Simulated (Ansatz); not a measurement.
SiNi$_{2}$:
```yaml
crystal:
  lattice:
    - [5.02839, 0.00000, 0.00000]
    - [0.00000, 3.72865, 0.00000]
    - [0.00000, 0.00000, 7.07102]
  atoms:
    - { symbol: Si, position: [0.28668, 0.75000, 0.61470] }
    - { symbol: Si, position: [0.71332, 0.25000, 0.38530] }
    - { symbol: Si, position: [0.21332, 0.25000, 0.11470] }
    - { symbol: Si, position: [0.78668, 0.75000, 0.88530] }
    - { symbol: Ni, position: [0.95935, 0.75000, 0.20366] }
    - { symbol: Ni, position: [0.04065, 0.25000, 0.79634] }
    - { symbol: Ni, position: [0.54065, 0.25000, 0.70366] }
    - { symbol: Ni, position: [0.45935, 0.75000, 0.29634] }
    - { symbol: Ni, position: [0.83086, 0.75000, 0.56027] }
    - { symbol: Ni, position: [0.16914, 0.25000, 0.43973] }
    - { symbol: Ni, position: [0.66914, 0.25000, 0.06027] }
    - { symbol: Ni, position: [0.33086, 0.75000, 0.93973] }
```

Relaxed with PBE. Special points in fractions of this cell's reciprocal vectors: Γ (0.000, 0.000, 0.000); X (0.500, 0.000, 0.000); S (0.500, 0.500, 0.000); Y (0.000, 0.500, 0.000); Z (0.000, 0.000, 0.500); U (0.500, 0.000, 0.500); R (0.500, 0.500, 0.500); T (0.000, 0.500, 0.500).

Problem. List the band energies nearest the Fermi level at these points for DFT-PBE in the program Ansatz with PAW potentials.

Solution. In eV from the Fermi level; about four levels below and three above (degenerate sets whole), none deeper than 8.9 eV; points with the same levels are listed once.

```json
[
 {"k": "Γ", "below": "-0.94 -0.92 -0.60 -0.22", "above": "0.65 0.86 1.87"},
 {"k": "X", "below": "-1.05 -1.05 -0.92 -0.92", "above": "1.21 1.21 1.88 1.88"},
 {"k": "S", "below": "-0.77 -0.77 -0.77 -0.77", "above": "0.02 0.02 0.02 0.02"},
 {"k": "Y", "below": "-0.94 -0.94 -0.91 -0.91", "above": "0.70 0.70 1.32 1.32"},
 {"k": "Z", "below": "-1.05 -1.05 -0.39 -0.39", "above": "0.24 0.24 1.36 1.36"},
 {"k": "U", "below": "-0.93 -0.93 -0.58 -0.58", "above": "0.30 0.30 1.86 1.86"},
 {"k": "R", "below": "-0.71 -0.71 -0.71 -0.71", "above": "0.49 0.49 0.49 0.49"},
 {"k": "T", "below": "-0.40 -0.40 -0.34 -0.34", "above": "1.11 1.11 1.92 1.92"}
]
```

Space group Pnma. Symmetry was held in the PBE relaxation. The workflow began spin-polarised and lost its moments.

Potentials: the later of the program's two PAW sets.
